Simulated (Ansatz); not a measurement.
Input and command of a calculation in Ansatz (plane waves; scalar-relativistic PAW potentials unless the input names others):

```yaml
crystal:
  lattice:
    - [0.0, 2.17692832, 2.244256]
    - [2.17692832, 0.0, 2.244256]
    - [2.17692832, 2.17692832, 0.0]
  atoms:
    - { symbol: Mg, position: [0.0, 0.0, 0.0] }
basis:
  ecutwfc: 500
kpoints:
  mp_grid: { grid: [18, 18, 18] }
hamiltonian:
  xc: r2scan
scf:
  occupations: { method: gaussian, width: 0.15 }
  mixing: { algorithm: broyden, beta: 1.5, ndim: 1, preconditioner: none }
  max_iter: 80
output:
  forces: true
  eigenvalues: true
  stress: true
```

```bash
ansatz run input.yaml --threads 1 --pin off --max-ram 1228MiB --backend cpu --events-out ev --progress --plain --runs-dir out
```

Task: What is wrong with this input?

Result: The program refuses it, because of mixing far too strong (scf.mixing: not typed → {"algorithm": "broyden", "beta": 1.5, "ndim": 1, "preconditioner": "none"}). Without that key it is accepted.

Abridged log:
```
Error: invalid value for `scf.mixing.beta`: must be finite and in (0, 1]; got 1.5
```